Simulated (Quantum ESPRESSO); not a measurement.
## Pt4Al2GaHf (finding a planted mistake in a log)

Simulated, not a measurement. The program is pw.x of Quantum ESPRESSO 7.5 (plane-wave density functional theory). The cell is made up: eight metal atoms on a face-centred cubic lattice, with elements, volume, strain and displacements drawn at random and not relaxed, so it may be unstable or far from any real phase. PseudoDojo standard norm-conserving files set the functional (PBE unless stated); there is no spin polarisation or spin-orbit coupling, the Fermi-Dirac width of 0.25 eV means electrons at about 2900 K, and the masses in the input are unused placeholders. Heavy elements are run without spin-orbit coupling, which real alloys of them have. A spin test at this wide smearing found no moment, but such smearing suppresses magnetism that the real alloy may have.

Intended input:

```
&control calculation='scf', pseudo_dir='./dojo.nc.sr.pbe.v0_5.standard.upf', outdir='./o', disk_io='medium', tprnfor=.true., tstress=.true. /
&system ibrav=0, nat=8, ntyp=4, nbnd=66, ecutwfc=84.00895049, nosym=.true., tot_charge=0,
 occupations='smearing', smearing='fd', degauss=0.0183746611
/
&electrons conv_thr=1.470e-08, electron_maxstep=70, mixing_beta=0.5 /
ATOMIC_SPECIES
Al 1.0 Al.upf
Ga 1.0 Ga.upf
Hf 1.0 Hf.upf
Pt 1.0 Pt.upf
CELL_PARAMETERS angstrom
0.0 4.0288 0.0
-4.0288 0.0 -4.0288
-4.0288 0.0 4.0288
ATOMIC_POSITIONS angstrom
Pt 0.1011 -0.01 0.0857
Al -2.1021 0.0983 1.9324
Pt -1.8838 0.0082 -2.1653
Pt -4.0802 0.1593 0.0325
Ga -2.0527 1.9664 0.0885
Hf -3.9369 1.9673 1.9458
Al -4.1474 2.1108 -2.2071
Pt -5.9419 1.9914 0.0759
K_POINTS automatic
6 4 4 1 1 1
```

The log is shortened where brackets say so; the opening notice, blank lines, dates and the lines on written files are dropped, and the path of the files is cut. It prints rydbergs, bohrs and kilobars, and counts compression as positive stress. Its total energy is the free energy E - TS of the whole cell.

Log of the intended run:

```
     Program PWSCF v.7.5
     Parallel version (MPI & OpenMP), running on       1 processor cores
     Number of MPI processes:                 1
     Threads/MPI process:                     1
     [start-up lines left out]
     bravais-lattice index     =            0
     lattice parameter (alat)  =       7.6133  a.u.
     unit-cell volume          =     882.5793 (a.u.)^3
     number of atoms/cell      =            8
     number of atomic types    =            4
     number of electrons       =       103.00
     number of Kohn-Sham states=           66
     kinetic-energy cutoff     =      84.0090  Ry
     charge density cutoff     =     336.0358  Ry
     scf convergence threshold =      1.5E-08
     mixing beta               =       0.5000
     number of iterations used =            8  plain     mixing
     Exchange-correlation= PBE
                           (   1   4   3   4   0   0   0)
     [axes and pseudopotential details left out]
   Cartesian axes
     site n.     atom                  positions (alat units)
         1        Pt     tau(   1) = (   0.0250943  -0.0024821   0.0212718  )
         2        Al     tau(   2) = (  -0.5217683   0.0243993   0.4796465  )
         3        Pt     tau(   3) = (  -0.4675834   0.0020353  -0.5374553  )
         4        Pt     tau(   4) = (  -1.0127581   0.0395403   0.0080669  )
         5        Ga     tau(   5) = (  -0.5095066   0.4880858   0.0219668  )
         6        Hf     tau(   6) = (  -0.9771892   0.4883092   0.4829726  )
         7        Al     tau(   7) = (  -1.0294380   0.5239277  -0.5478306  )
         8        Pt     tau(   8) = (  -1.4748560   0.4942911   0.0188394  )
     number of k points=    48  Fermi-Dirac smearing, width (Ry)=  0.0184
                       cart. coord. in units 2pi/alat
        k(    1) = (  -0.1250000   0.0833333   0.0000000), wk =   0.0416667
        k(    2) = (  -0.2500000   0.0833333   0.1250000), wk =   0.0416667
     [further k points left out]
     Dense  grid:    91881 G-vectors     FFT dimensions: (  45,  64,  64)
     Estimated max dynamical RAM per process >     169.67 MB
     Initial potential from superposition of free atoms
     starting charge     102.9900, renormalised to     103.0000
     Starting wfcs are   67 randomized atomic wfcs
     total cpu time spent up to now is       25.8 secs
     per-process dynamical memory:    90.4 Mb
     Self-consistent Calculation
     iteration #  1     ecut=    84.01 Ry     beta= 0.50
     Davidson diagonalization with overlap
     ethr =  1.00E-02,  avg # of iterations =  5.3
     total cpu time spent up to now is       94.3 secs
     total energy              =   -1319.44440864 Ry
     estimated scf accuracy    <       1.37291582 Ry
     iteration #  2     ecut=    84.01 Ry     beta= 0.50
     Davidson diagonalization with overlap
     ethr =  1.33E-03,  avg # of iterations =  2.9
     total cpu time spent up to now is      148.8 secs
     total energy              =   -1319.63555915 Ry
     estimated scf accuracy    <       3.84933821 Ry
     [iterations 3 to 11 left out]
     iteration # 12     ecut=    84.01 Ry     beta= 0.50
     Davidson diagonalization with overlap
     ethr =  1.70E-09,  avg # of iterations =  1.4
     total cpu time spent up to now is      674.6 secs
     total energy              =   -1320.10972305 Ry
     estimated scf accuracy    <       0.00000004 Ry
     iteration # 13     ecut=    84.01 Ry     beta= 0.50
     Davidson diagonalization with overlap
     ethr =  3.75E-11,  avg # of iterations =  2.2
     total cpu time spent up to now is      739.3 secs
     End of self-consistent calculation
     [lines on levels left out]
!    total energy              =   -1320.10972305 Ry
     estimated scf accuracy    <          6.2E-09 Ry
     smearing contrib. (-TS)   =      -0.05775682 Ry
     internal energy E=F+TS    =   -1320.05196623 Ry
     The total energy is F=E-TS. E is the sum of the following terms:
     one-electron contribution =    -502.20123618 Ry
     hartree contribution      =     308.68956218 Ry
     xc contribution           =    -265.20981852 Ry
     ewald contribution        =    -861.33047372 Ry
     convergence has been achieved in  13 iterations
     Forces acting on atoms (cartesian axes, Ry/au):
     atom    1 type  4   force =    -0.03393358    0.00424703   -0.01349957
     atom    2 type  1   force =     0.06994410   -0.04248867    0.03404810
     atom    3 type  4   force =    -0.04013481   -0.01520044    0.12625690
     atom    4 type  4   force =     0.07778253   -0.06236029   -0.07947585
     atom    5 type  2   force =     0.01868003    0.01453817   -0.08013210
     atom    6 type  3   force =    -0.08749201    0.06479269    0.06720424
     atom    7 type  1   force =     0.03738652   -0.01104120    0.02804654
     atom    8 type  4   force =    -0.04223277    0.04751269   -0.08244826
     Total force =     0.282387     Total SCF correction =     0.000396
     Computing stress (Cartesian axis) and pressure
          total   stress  (Ry/bohr**3)                   (kbar)     P=       28.19
   0.00039916  -0.00016847  -0.00000486           58.72      -24.78       -0.72
  -0.00016847   0.00028590   0.00003341          -24.78       42.06        4.91
  -0.00000486   0.00003341  -0.00011017           -0.72        4.91      -16.21
     init_run     :     23.91s CPU     25.57s WALL (       1 calls)
     electrons    :    706.44s CPU    713.50s WALL (       1 calls)
     forces       :     15.70s CPU     15.84s WALL (       1 calls)
     stress       :     59.81s CPU     60.14s WALL (       1 calls)
     [timing details left out]
     PWSCF        :  13m26.45s CPU  13m36.16s WALL
     JOB DONE.
```

A second run was made from an input with one planted mistake. Its log:

```
     Program PWSCF v.7.5
     Parallel version (MPI & OpenMP), running on       1 processor cores
     Number of MPI processes:                 1
     Threads/MPI process:                     1
     [start-up lines left out]
     bravais-lattice index     =            0
     lattice parameter (alat)  =       7.6133  a.u.
     unit-cell volume          =     882.5793 (a.u.)^3
     number of atoms/cell      =            8
     number of atomic types    =            4
     number of electrons       =       103.00
     number of Kohn-Sham states=           66
     kinetic-energy cutoff     =      84.0090  Ry
     charge density cutoff     =     336.0358  Ry
     scf convergence threshold =      1.5E-08
     mixing beta               =       0.5000
     number of iterations used =            8  plain     mixing
     Exchange-correlation= PBESOL
                           (   1   4  10   8   0   0   0)
     [axes and pseudopotential details left out]
   Cartesian axes
     site n.     atom                  positions (alat units)
         1        Pt     tau(   1) = (   0.0250943  -0.0024821   0.0212718  )
         2        Al     tau(   2) = (  -0.5217683   0.0243993   0.4796465  )
         3        Pt     tau(   3) = (  -0.4675834   0.0020353  -0.5374553  )
         4        Pt     tau(   4) = (  -1.0127581   0.0395403   0.0080669  )
         5        Ga     tau(   5) = (  -0.5095066   0.4880858   0.0219668  )
         6        Hf     tau(   6) = (  -0.9771892   0.4883092   0.4829726  )
         7        Al     tau(   7) = (  -1.0294380   0.5239277  -0.5478306  )
         8        Pt     tau(   8) = (  -1.4748560   0.4942911   0.0188394  )
     number of k points=    48  Fermi-Dirac smearing, width (Ry)=  0.0184
                       cart. coord. in units 2pi/alat
        k(    1) = (  -0.1250000   0.0833333   0.0000000), wk =   0.0416667
        k(    2) = (  -0.2500000   0.0833333   0.1250000), wk =   0.0416667
     [further k points left out]
     Dense  grid:    91881 G-vectors     FFT dimensions: (  45,  64,  64)
     Estimated max dynamical RAM per process >     169.67 MB
     Initial potential from superposition of free atoms
     starting charge     102.9907, renormalised to     103.0000
     Starting wfcs are   67 randomized atomic wfcs
     total cpu time spent up to now is       22.4 secs
     per-process dynamical memory:    90.4 Mb
     Self-consistent Calculation
     iteration #  1     ecut=    84.01 Ry     beta= 0.50
     Davidson diagonalization with overlap
     ethr =  1.00E-02,  avg # of iterations =  5.3
     total cpu time spent up to now is       89.8 secs
     total energy              =   -1318.79910034 Ry
     estimated scf accuracy    <       1.49233590 Ry
     iteration #  2     ecut=    84.01 Ry     beta= 0.50
     Davidson diagonalization with overlap
     ethr =  1.45E-03,  avg # of iterations =  2.8
     total cpu time spent up to now is      144.5 secs
     total energy              =   -1319.01899143 Ry
     estimated scf accuracy    <       4.16632648 Ry
     [iterations 3 to 11 left out]
     iteration # 12     ecut=    84.01 Ry     beta= 0.50
     Davidson diagonalization with overlap
     ethr =  1.71E-09,  avg # of iterations =  1.4
     total cpu time spent up to now is      626.5 secs
     total energy              =   -1319.52728183 Ry
     estimated scf accuracy    <       0.00000003 Ry
     iteration # 13     ecut=    84.01 Ry     beta= 0.50
     Davidson diagonalization with overlap
     ethr =  3.24E-11,  avg # of iterations =  2.5
     total cpu time spent up to now is      677.3 secs
     End of self-consistent calculation
     [lines on levels left out]
!    total energy              =   -1319.52728184 Ry
     estimated scf accuracy    <          5.6E-09 Ry
     smearing contrib. (-TS)   =      -0.05785864 Ry
     internal energy E=F+TS    =   -1319.46942320 Ry
     The total energy is F=E-TS. E is the sum of the following terms:
     one-electron contribution =    -503.17491418 Ry
     hartree contribution      =     308.41489984 Ry
     xc contribution           =    -263.37893513 Ry
     ewald contribution        =    -861.33047372 Ry
     convergence has been achieved in  13 iterations
     Forces acting on atoms (cartesian axes, Ry/au):
     atom    1 type  4   force =    -0.02794933    0.00457686   -0.01388189
     atom    2 type  1   force =     0.06697067   -0.04144163    0.03441399
     atom    3 type  4   force =    -0.03433860   -0.01371669    0.11483334
     atom    4 type  4   force =     0.07043548   -0.05733325   -0.06884302
     atom    5 type  2   force =     0.01626113    0.01282976   -0.07885259
     atom    6 type  3   force =    -0.09213757    0.06115380    0.06057246
     atom    7 type  1   force =     0.03988145   -0.01080671    0.02637823
     atom    8 type  4   force =    -0.03912323    0.04473786   -0.07462052
     Total force =     0.264521     Total SCF correction =     0.000360
     Computing stress (Cartesian axis) and pressure
          total   stress  (Ry/bohr**3)                   (kbar)     P=      -34.72
  -0.00003137  -0.00016793  -0.00001151           -4.61      -24.70       -1.69
  -0.00016793  -0.00014176   0.00002779          -24.70      -20.85        4.09
  -0.00001151   0.00002779  -0.00053491           -1.69        4.09      -78.69
     init_run     :     20.83s CPU     22.23s WALL (       1 calls)
     electrons    :    649.10s CPU    654.90s WALL (       1 calls)
     forces       :     10.84s CPU     10.94s WALL (       1 calls)
     stress       :     42.37s CPU     42.62s WALL (       1 calls)
     [timing details left out]
     PWSCF        :  12m 3.61s CPU  12m11.67s WALL
     JOB DONE.
```

Question: the log repeats what the program read. Compare it with the intended run: what was wrong in the second input?

Answer: the files are those of another functional. The input lines that differ:

```
- &control calculation='scf', pseudo_dir='./dojo.nc.sr.pbe.v0_5.standard.upf', outdir='./o', disk_io='medium', tprnfor=.true., tstress=.true. /
+ &control calculation='scf', pseudo_dir='./dojo.nc.sr.pbesol.v0_4_1.standard.upf', outdir='./o', disk_io='medium', tprnfor=.true., tstress=.true. /
```

|  | intended run | run with the mistake |
| --- | --- | --- |
| free energy (eV) | -17961.008 | -17953.083 |
| entropy term -TS, part of it (eV) | -0.786 | -0.787 |
| pressure (GPa) | 2.82 | -3.47 |
| size of the largest force component (eV/Å) | 3.246 | 2.952 |
| largest change of a force component (eV/Å) |  | 0.294 |
| iterations | 13 | 13 |

For scale, a rerun of the intended cell at a higher cutoff and on a denser mesh moved values by no more than 0.013 eV in energy, 0.17 GPa in stress and 0.015 eV/Å in force, and a second program with other atomic files agreed on that cell to 2 % rms in force and 0.5 GPa in pressure. Files of another functional or element have another zero of energy, so the energy change says nothing on stability.